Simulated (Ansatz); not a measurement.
An Ansatz (a program for electronic structure) run. Input:

Ansatz 0.2 input:
```yaml
crystal:
  lattice:
    - [0.0, 4.0658132774, 4.0658132774]
    - [4.0658132774, 0.0, 4.0658132774]
    - [4.0658132774, 4.0658132774, 0.0]
  atoms:
    - { symbol: Sc, position: [0.0, 0.0, 0.0] }
    - { symbol: Ta, position: [0.5, 0.5, 0.5] }
    - { symbol: Pb, position: [0.25, 0.25, 0.25] }
    - { symbol: Pb, position: [0.75, 0.75, 0.75] }
    - { symbol: O, position: [0.2562547269, 0.2562547269, 0.7437452731] }
    - { symbol: O, position: [0.7437452731, 0.7437452731, 0.2562547269] }
    - { symbol: O, position: [0.7437452731, 0.2562547269, 0.2562547269] }
    - { symbol: O, position: [0.2562547269, 0.7437452731, 0.7437452731] }
    - { symbol: O, position: [0.2562547269, 0.7437452731, 0.2562547269] }
    - { symbol: O, position: [0.7437452731, 0.2562547269, 0.7437452731] }
kpoints:
  mp_grid: { grid: [6, 6, 6] }
hamiltonian:
  xc: r2scan
  pseudopotentials: { kind: paw }
scf:
  occupations: { method: fixed }
checkpoint: { read: static.run }
output: { bader: true, populations: true }
```

Output (shortened):

```
Pseudopotentials: kind: paw
Pseudopotential: Sc, paw, valence charge 11
Pseudopotential: Ta, paw, valence charge 13
Pseudopotential: Pb, paw, valence charge 14
Pseudopotential: O, paw, valence charge 6
Functional definition: r2SCAN
Crystal: 10 atoms, lattice volume = 134.423 Å³
Basis set: ecut = 500 eV, 3479 PW (Γ), exchange–correlation on 180×180×180 points (64 copies of the dense FFT grid, shifted against one another)
Bands: 54, of which v1, the nominal top of the filled ones, is band 44 counted from 1 (43 counted from 0)
Symmetry: 48 space group operations
Space group: Fm-3m (ITA 225), of the structure as read, at distance tolerance 5.1e-5 Å
k-points: 16 of 216
PAW frozen core: Sc, regenerated for the run's functional
PAW frozen core: Ta, regenerated for the run's functional
PAW frozen core: Pb, regenerated for the run's functional
PAW frozen core: O, regenerated for the run's functional
Initial density: read from a saved state, or passed on in memory by an earlier SCF of this step, an earlier step, the calling program or the single point that …
Stability of the state it starts from, as read at its close in the unpolarized treatment …
Initial wavefunctions: pseudopotential atomic-orbital guess
Eigensolver: davidson
Functional: x = r2scan, c = r2scan; τ floored in thin density (d = 2e-4 eV/Å³)
iter 1 solved again at ethr=7.45e-8 eV; its pass at ethr=3.10e-3 eV (dr2=6.55e-5 eV) is discarded
SCF iter   1: F=—  HF=-39348.265389 eV  |F-HF|=—  |Δ(HF+E_count)|=         —  Δρ=4.68e-7  dr2=2.86e-10  dr2_τ=4.10e-11  ethr=7.45e-8  ⟨swp⟩=3.6  Hψ=5167  notcnv=0  defer=124
all-band conjugate gradients solve this SCF's bands
preconditioner: auto → Resta (q_TF=auto, 2.542 Å⁻¹)
SCF iter   2: F=-39348.265389 eV  HF=-39348.265389 eV  |F-HF|=8.00e-11  |Δ(HF+E_count)|=   2.19e-8  Δρ=2.97e-7  dr2=1.13e-10  dr2_τ=5.22e-11  ethr=1.00e-12  ⟨swp⟩=11.6  Hψ=4747  notcnv=0
SCF 1 converged in 2 iterations: F = -39348.265389 eV  dr2 = 1.13e-10
SCF converged after 2 iterations
Free energy (F): -39348.265389 eV
Harris-Foulkes:  -39348.265389 eV  (|F-HF|=8.00e-11)
Internal energy: -39348.265389 eV  (E = F + TS)
E sigma→0 (E₀):  -39348.265389 eV
Fermi energy:    9.773125 eV
--- Per-component energies (eV) ---
  E_band       = -386.992225
  E_kinetic    = 2257.744542
  E_local      = -5091.205844  (includes V_loc(G=0)·N_el)
  E_nonlocal   = 1077.029367
  E_hartree    = 1856.841431
  E_xc         = -1168.219477
  E_vxc        = -1295.210468  (∫ρ·V_xc dr)
  E_paw        = -31203.095258  (= ΣΔE_a)
  E_vpaw       = -1131.030459  (= ΣTr[D̂ρ^β])
  E_aug_tail   = 0.006076  (compensation charges beyond the density's cutoff)
  E_vtau       = 81.991920  (kinetic-family band-sum trace: ∫τ·v_τ [+ j·A + Jᵃ·Aᵃ] dr)
  E_ewald      = -7078.110813
  E_core_change = 0.744587  (= ΣΔE_core)
  E_smearing   =  0.000000  (= −TS)
  E_closure    =  0.000000  (closes the sum)
  Σ components = -39348.265389   (vs F -39348.265389, Δ=0.00e0)
  [band-id]    e_kinetic+e_local+e_nonlocal+2·e_hartree+e_vxc+e_vpaw+e_augmentation_tail+e_vtau = -386.992003   (vs E_band -386.992225, Δ=2.22e-4)
--- Band table (eV; the first three rows and the last of 16) ---
  k-point 0: bands = ["-59.2178", "-39.2484", "-25.1421", "-25.1421", "-25.1421", "-17.0279", "-17.0279", "-17.0279", "-8.6511", "-7.8532", "-7.8532", "-7.3164", "-7.3164", "-7.3164", "-6.4163", "-6.4163", "-6.4163", "-6.3862", "-6.3862", "-6.3443", "-6.3443", "-6.0820", "-6.0820", "-6.0820", "3.6990", "4.0342", "4.7907", "4.7907", "4.7907", "5.2427", "5.5293", "5.5293", "6.6403", "6.6403", "6.6403", "8.5642", "8.5642", "8.5642", "9.0846", "9.0846", "9.0846", "9.6314", "9.6314", "9.6314", "13.4953", "13.4953", "13.4953", "16.1700", "16.1700", "16.1700", "16.9803", "16.9803", "17.0553", "17.0553"]
  k-point 1: bands = ["-59.2178", "-39.2484", "-25.1422", "-25.1420", "-25.1420", "-17.0292", "-17.0285", "-17.0285", "-8.5594", "-7.8100", "-7.8100", "-7.3695", "-7.3170", "-7.3170", "-6.4211", "-6.4211", "-6.4186", "-6.3936", "-6.3936", "-6.3507", "-6.3507", "-6.1442", "-6.1288", "-6.1288", "3.3595", "3.4590", "4.9535", "4.9535", "5.4138", "5.6365", "5.6365", "5.8195", "6.6805", "6.6805", "6.9281", "8.3604", "8.3604", "8.6264", "8.8878", "8.8878", "8.9280", "9.5206", "9.5206", "9.5550", "13.6938", "13.7722", "13.7722", "15.4964", "16.0343", "16.0343", "16.4606", "16.8036", "16.8036", "16.8885"]
  k-point 2: bands = ["-59.2178", "-39.2484", "-25.1424", "-25.1420", "-25.1420", "-17.0317", "-17.0296", "-17.0296", "-8.3258", "-7.7105", "-7.7105", "-7.5263", "-7.3253", "-7.3253", "-6.4373", "-6.4373", "-6.4158", "-6.4158", "-6.4153", "-6.3499", "-6.3499", "-6.2758", "-6.2276", "-6.2276", "2.8285", "3.0381", "5.3564", "5.3564", "5.8908", "5.9315", "5.9315", "6.6695", "6.6695", "7.1124", "7.3248", "7.8166", "7.8166", "8.6863", "8.6863", "8.7796", "8.7969", "9.2231", "9.2231", "9.3565", "13.7838", "14.3854", "14.3854", "14.4065", "15.3749", "15.8124", "15.8124", "16.2600", "16.2600", "16.4513"]
  k-point 15: bands = ["-59.2178", "-39.2484", "-25.1425", "-25.1423", "-25.1421", "-17.0302", "-17.0290", "-17.0285", "-8.2530", "-8.0652", "-7.6751", "-7.2231", "-7.1967", "-7.1012", "-6.4726", "-6.4542", "-6.4444", "-6.4433", "-6.4372", "-6.4216", "-6.3882", "-6.3618", "-6.3028", "-6.2846", "2.3852", "2.6115", "5.1840", "5.5515", "5.8989", "6.5828", "6.6158", "6.8680", "7.2168", "7.5095", "7.6287", "7.6957", "7.8273", "8.3886", "8.4449", "8.5288", "8.7952", "8.9445", "9.4438", "9.4874", "13.4210", "14.1963", "14.4753", "15.0887", "15.1416", "15.1564", "15.2933", "15.4428", "15.7871", "16.4183"]
  band table: 54 of 54 bands, residual norms ≤ 1.0e-3 eV
--- Löwdin populations: 10 sites ---
  site symbol       q [e]
     0     Sc      9.8124
     1     Ta     11.2763
     2     Pb     12.9310
     3     Pb     12.9310
     4      O      6.7829
     5      O      6.7829
     6      O      6.7829
     7      O      6.7829
     8      O      6.7829
     9      O      6.7829
  spilling = 0.004001 (of n_electrons = 88.000000)
--- Bader charges: 10 sites ---
  site symbol  charge [e]  shift [e]
     0     Sc      2.1216     0.0012
     1     Ta      3.0132     0.0063
     2     Pb      1.4296     0.0000
     3     Pb      1.4296     0.0000
     4      O     -1.3323     0.0012
     5      O     -1.3323     0.0012
     6      O     -1.3323     0.0012
     7      O     -1.3323     0.0012
     8      O     -1.3323     0.0012
     9      O     -1.3323     0.0012
  shift: an alarm, by how much a part of what the PAW files miss would move the charge. Where it is large, compare
  with a run on PAW files of another source; a small one proves nothing
  estimated error of the sums over rays = 4.3e-4 e
```

Cost: around 2.6 core-minutes (rough) on shared cores.

The workflow started from a Materials Project entry (that database holds measured and hypothetical structures alike); the Crystallography Open Database copy checked does not list it. Its standing as an ambient phase is unchecked. The r²SCAN relaxation kept the symmetry of its start; its stability against distortions is not shown here. No spin polarisation was allowed. Scalar-relativistic: spin–orbit coupling is off unless named, which matters more the heavier the elements.

Potentials: the later of the program's two PAW sets.

Ansatz is a plane-wave DFT program.
